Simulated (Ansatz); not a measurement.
Problem. Name crystals whose computed values (plane-wave PAW r²SCAN (Ansatz code)) fall in these windows: highest Γ mode, no LO–TO term (cm⁻¹) 140 to 180; Θ_D (K) 170 to 230; B₀ by P(V) fit (GPa) 22 to 31.

Solution. 

```tsv
crystal	highest Γ mode, no LO–TO term (cm⁻¹)	Θ_D (K)	B₀ by P(V) fit (GPa)
Sb, A7 (α-As type)	156	193	26.6
```
Others may fit too.

The cell was relaxed under the symmetry of its start. Scalar-relativistic: spin–orbit coupling is off unless named, which matters more the heavier the elements.

Potentials: the earlier of the program's two PAW sets.
